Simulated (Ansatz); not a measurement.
Ge2Sb2Te5 (Ge2Sb2Te5-Kooi type, space group P-3m1)

```
CELL_PARAMETERS angstrom
      4.29328     0.00000     0.00000
     -2.14664     3.71809     0.00000
      0.00000     0.00000    17.63419
ATOMIC_POSITIONS crystal
  Te 0.00000 0.00000 0.00000
  Ge 0.66667 0.33333 0.09824
  Ge 0.33333 0.66667 0.90176
  Te 0.33333 0.66667 0.19409
  Te 0.66667 0.33333 0.80591
  Sb 0.00000 0.00000 0.30944
  Sb 0.00000 0.00000 0.69056
  Te 0.66667 0.33333 0.40641
  Te 0.33333 0.66667 0.59359
```

E(V) scan at fixed shape, V₀ the volume above. The atoms relax within the cell's symmetry.

Calculation: PBE (plane waves to 420 eV, PAW, scalar-relativistic; Ansatz, an electronic-structure program). k mesh 9×9×2 (Γ-centred), Fermi-Dirac smearing 0.05 eV. E stands for the smeared free energy. Compression counts positive. With the shape held, the modulus is that of even scaling; a crystal free to change shape is softer. Ge2Sb2Te5 was relaxed with its symmetry unable to fall. Spin-orbit coupling is left out, though Sb and Te are heavy. ΔE is measured from the relaxed starting cell.

```
V (Å³/atom)  ΔE (meV/atom)
-----------  -------------
28.149                34.5
28.670                22.7
29.192                13.7
29.713                 7.3
30.234                 3.1
30.755                 0.7
31.277                 0.0
31.798                 0.6
32.319                 2.4
32.841                 5.1
33.362                 8.7
33.883                12.9
34.404            withheld
```

Task: Fit a third-order Birch-Murnaghan form (E₀, V₀, B₀, B₀′ free) to the given rows and predict ΔE at V = 34.404.

Result: Least squares on the 12 given rows: ΔE = E₀ + (9V₀B₀/16)·y²·[2 + (B₀′ − 4)y], y = (V₀/V)^(2/3) − 1, with V₀ = 31.287 Å³/atom, B₀ = 25.09 GPa (160.2 GPa = 1 eV/Å³; the term in eV is multiplied by 1000), B₀′ = 8.81, E₀ = -0.02 meV/atom; root-mean-square residual 0.02 meV/atom. At 34.404 the fit gives 17.7 meV/atom; the calculation gives 17.8 meV/atom, so the extrapolation is off by -0.1 (-0.6 %). For the pressure the fit gives -1.53 GPa against the computed -1.59 GPa.

(Under strain, the slope of the energy per volume gives the stress and its curvature an elastic modulus.)
